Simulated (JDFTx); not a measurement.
An input for JDFTx (a modified build) (Mo(100), linear PCM (GLSSA13), water, 0.1 M NaF; bohr, hartree) and the course of its log:

```
lattice \
  5.9859342669 0.0000000000 0.0000000000 \
  0.0000000000 5.9859342669 0.0000000000 \
  0.0000000000 0.0000000000 57.2587015762
coords-type Lattice
ion Mo 0.0000000000 0.0000000000 -0.1045419140 0
ion Mo 0.5000000000 0.5000000000 -0.0522709570 0
ion Mo 0.0000000000 0.0000000000 0.0000000000 0
ion Mo 0.5000000000 0.5000000000 0.0522709570 0
ion Mo 0.0000000000 0.0000000000 0.1045419140 0
ion-species pseudo/mo_pbe_v1.upf
elec-cutoff 20 100
elec-ex-corr gga-PBE
coulomb-interaction Slab 001
coulomb-truncation-embed 0 0 0
kpoint-folding 8 8 1
elec-smearing Fermi 0.01
elec-n-bands 47
target-mu -0.117230
electronic-scf nIterations 100 energyDiffThreshold 1e-07
fluid LinearPCM
pcm-variant GLSSA13
fluid-solvent H2O
fluid-cation Na+ 0.1
fluid-anion F- 0.1
fluid-minimize nIterations 400 knormThreshold 1e-11
wavefunction read f0.wfns
elec-initial-eigenvals f0.eigenvals
elec-initial-fillings read f0.fillings
fluid-initial-state f0.fluidState
dump-name f0_u0.$VAR
dump End State Ecomponents EigStats BandEigs Forces ElecDensity IonicPositions Fillings Kpoints Dtot FluidDebug BoundCharge FluidDensity
```

```
[one cycle in 5 is shown, and the last three; fluid-solver lines are left out]
	FillingsUpdate:  mu: -0.117230000  nElectrons: 71.741536
SCF: Cycle:  0   G: -332.843201771669897   dG: +1.060e+00   |Residual|: 9.941e-02   |deigs|: 6.710e-10
	FillingsUpdate:  mu: -0.117230000  nElectrons: 70.400710
SCF: Cycle:  5   G: -333.860696821213821   dG: -2.226e-02   |Residual|: 2.205e-02   |deigs|: 6.684e-04
	FillingsUpdate:  mu: -0.117230000  nElectrons: 70.251149
SCF: Cycle: 10   G: -333.883882308302248   dG: +6.963e-03   |Residual|: 1.395e-02   |deigs|: 3.298e-04
	FillingsUpdate:  mu: -0.117230000  nElectrons: 70.267588
SCF: Cycle: 15   G: -333.885552854531113   dG: -2.887e-03   |Residual|: 1.498e-02   |deigs|: 1.327e-04
	FillingsUpdate:  mu: -0.117230000  nElectrons: 70.272698
SCF: Cycle: 20   G: -333.883131508163331   dG: +1.807e-03   |Residual|: 1.557e-02   |deigs|: 1.022e-04
	FillingsUpdate:  mu: -0.117230000  nElectrons: 70.247944
SCF: Cycle: 25   G: -333.885701870552168   dG: -1.501e-03   |Residual|: 1.501e-02   |deigs|: 1.315e-04
	FillingsUpdate:  mu: -0.117230000  nElectrons: 70.146560
SCF: Cycle: 30   G: -333.896748447819959   dG: +2.405e-03   |Residual|: 9.551e-03   |deigs|: 1.956e-04
	FillingsUpdate:  mu: -0.117230000  nElectrons: 70.243071
SCF: Cycle: 35   G: -333.887088710097771   dG: -3.487e-03   |Residual|: 1.358e-02   |deigs|: 2.276e-04
	FillingsUpdate:  mu: -0.117230000  nElectrons: 70.215696
SCF: Cycle: 40   G: -333.893168181361887   dG: -3.346e-03   |Residual|: 1.094e-02   |deigs|: 1.914e-04
	FillingsUpdate:  mu: -0.117230000  nElectrons: 69.621825
SCF: Cycle: 45   G: -333.821431155819766   dG: -8.282e-02   |Residual|: 2.857e-02   |deigs|: 1.209e-03
	FillingsUpdate:  mu: -0.117230000  nElectrons: 69.947948
SCF: Cycle: 50   G: -333.894933355614569   dG: -5.688e-02   |Residual|: 9.339e-03   |deigs|: 1.658e-03
	FillingsUpdate:  mu: -0.117230000  nElectrons: 70.105197
SCF: Cycle: 55   G: -333.903855201934562   dG: -8.286e-07   |Residual|: 1.171e-04   |deigs|: 1.629e-05
	FillingsUpdate:  mu: -0.117230000  nElectrons: 70.114071
SCF: Cycle: 60   G: -333.903828906033709   dG: +2.687e-05   |Residual|: 4.352e-04   |deigs|: 5.600e-05
	FillingsUpdate:  mu: -0.117230000  nElectrons: 70.106517
SCF: Cycle: 65   G: -333.903855741161749   dG: +7.724e-08   |Residual|: 2.711e-05   |deigs|: 4.478e-06
	FillingsUpdate:  mu: -0.117230000  nElectrons: 70.105501
SCF: Cycle: 70   G: -333.903855713449673   dG: +5.660e-08   |Residual|: 3.212e-05   |deigs|: 2.058e-06
	FillingsUpdate:  mu: -0.117230000  nElectrons: 70.105596
SCF: Cycle: 75   G: -333.903855769421739   dG: -1.024e-07   |Residual|: 3.157e-05   |deigs|: 3.098e-06
	FillingsUpdate:  mu: -0.117230000  nElectrons: 70.105088
SCF: Cycle: 80   G: -333.903855381155154   dG: +2.925e-07   |Residual|: 5.712e-05   |deigs|: 5.370e-06
	FillingsUpdate:  mu: -0.117230000  nElectrons: 70.105361
SCF: Cycle: 85   G: -333.903855670138739   dG: -2.112e-07   |Residual|: 4.997e-05   |deigs|: 4.598e-06
	FillingsUpdate:  mu: -0.117230000  nElectrons: 70.105491
SCF: Cycle: 90   G: -333.903855653223786   dG: +5.229e-08   |Residual|: 3.599e-05   |deigs|: 3.465e-06
	FillingsUpdate:  mu: -0.117230000  nElectrons: 70.105468
SCF: Cycle: 95   G: -333.903855608862443   dG: -1.435e-07   |Residual|: 4.403e-05   |deigs|: 3.294e-06
	FillingsUpdate:  mu: -0.117230000  nElectrons: 70.106158
SCF: Cycle: 97   G: -333.903855802961402   dG: -3.205e-08   |Residual|: 2.482e-05   |deigs|: 3.613e-06
	FillingsUpdate:  mu: -0.117230000  nElectrons: 70.104613
SCF: Cycle: 98   G: -333.903855080769688   dG: +7.222e-07   |Residual|: 7.936e-05   |deigs|: 1.145e-05
	FillingsUpdate:  mu: -0.117230000  nElectrons: 70.105796
SCF: Cycle: 99   G: -333.903855803207477   dG: -7.224e-07   |Residual|: 2.139e-05   |deigs|: 7.723e-06
SCF: None of the convergence criteria satisfied after 100 iterations.
IonicMinimize: Iter:   0  G: -333.903855803207477  |grad|_K:  0.000e+00
IonicMinimize: Converged (|grad|_K<1.000000e-04).
```

This run gave no converged result. The loop ran out of cycles short of its threshold. It has stalled and not diverged: the last ten energies span 7e-07 Ha, so the total is near its end, but levels, forces and the electron count aren't shown converged.
